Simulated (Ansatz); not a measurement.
Relaxed candidate structures of SiGe:

**A**
```xyz
2
Lattice="3.6058 0.0000 0.0000 -1.8029 3.1227 0.0000 0.0000 0.0000 3.1598" Properties=species:S:1:pos:R:3 pbc="T T T"
Ge     0.0000     0.0000     0.0000
Si     1.8029     1.0409     1.5799
```

**B**
```xyz
2
Lattice="3.1998 0.0000 0.0000 0.0000 3.1998 0.0000 0.0000 0.0000 3.1998" Properties=species:S:1:pos:R:3 pbc="T T T"
Ge     0.0000     0.0000     0.0000
Si     1.5999     1.5999     1.5999
```

**C**
```xyz
6
Lattice="3.9197 0.0000 0.0000 -1.9599 3.3946 0.0000 0.0000 0.0000 9.5918" Properties=species:S:1:pos:R:3 pbc="T T T"
Si     1.9599     1.1315     8.0121
Si     0.0000     0.0000     4.8116
Ge     0.0000     2.2630     1.5602
Ge     0.0000     0.0000     7.2109
Ge     0.0000     2.2630     4.0183
Si     1.9599     1.1315     0.7644
```

Question: Order them by energy per atom (lowest first) at the level PBEsol (plane waves to 420 eV, PAW, scalar-relativistic; Ansatz, a program for electronic structure).

Answer: C (reference), A (+0.33 eV/atom), B (+0.39 eV/atom)

Question: Which candidates are metallic at this level, and what gaps do the others have?

Answer: No gap: A, B. C: 0.49 eV (no spin-orbit coupling).

The lowest structure calculated, C2/c, mS16, is not among these; it lies under 0.01 eV/atom below the lowest of them. Each run could gain symmetry but not lose that of its start, so entries can be saddle points. All of these are generated cells (placed on structure types, drawn at random, substituted or restacked) that were not matched to a known phase here. The real structure of this composition may not be among these, and whether this composition forms is not checked here. Energies are at zero temperature and pressure, without zero-point motion. No spin polarisation in the result.
